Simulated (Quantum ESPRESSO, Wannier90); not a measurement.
## Wannier functions of TaS$_{2}$ (CdI2 type)

```xyz
3
Lattice="3.3829 0.0000 0.0000 -1.6914 2.9296 0.0000 0.0000 0.0000 6.1680" Properties=species:S:1:pos:R:3 pbc="T T T"
Ta     0.0000     0.0000     0.0000
S     -1.6914     0.9765    -1.5156
S      1.6914    -0.9765     1.5156
```

Cell from Materials Project (mp-1690), symmetrised, no further relaxation. COD (Crystallography Open Database) has the formula in 4 space groups, this one among them (matched by group alone). Method: PBEsol plane waves in Quantum ESPRESSO 7.5 (PseudoDojo norm-conserving files, 47 Ry, spinors with spin-orbit coupling), Bloch states on a 6×6×4 mesh through Γ, Wannier90 4.0.1. Density: 12×12×6 mesh, cold smearing 0.01 Ry. The cell is built of weakly bound layers, chains or molecules, whose nearest atoms lie 3.70 Å apart. Database cells relaxed without dispersion often hold them too far apart, which can enlarge gaps and weakens couplings between them; spacing and stacking were not compared with the measured crystal.

Bands 13-30 form an isolated set from -6.80 to 2.97 eV relative to the Fermi level (on the path) and are turned into 18 Wannier functions by minimising the spread from the start: SCDM (isolated).

### Question
Where do the functions sit, how wide are they and what are they made of?

### Answer
| functions | spread (Å²) | nearest atom, distance (Å) | second atom, distance (Å) | weight on atomic waves |
|---|---|---|---|---|
| 6 | 2.26 | Ta 0.00 | S 2.47 | Ta 5d 95 % |
| 8 | 2.10 | S 0.30 | Ta 2.20 | S 3p 80 %, Ta 5d 11 % |
| 3 | 2.02 | S 0.03 | Ta 2.47 | S 3p 83 %, Ta 5d 7 %, S 3s 5 % |
| 1 | 2.08 | S 0.24 | Ta 2.23 | S 3p 80 %, Ta 5d 11 % |

Ω_I = 36.14 Å², Ω_total = 38.56 Å²; the interpolated bands follow pw.x to 8.6 meV rms on the path. Only this start was tried; a symmetric start can stop on a saddle, and mixtures of these functions could lower the total by at most Ω_total − Ω_I.
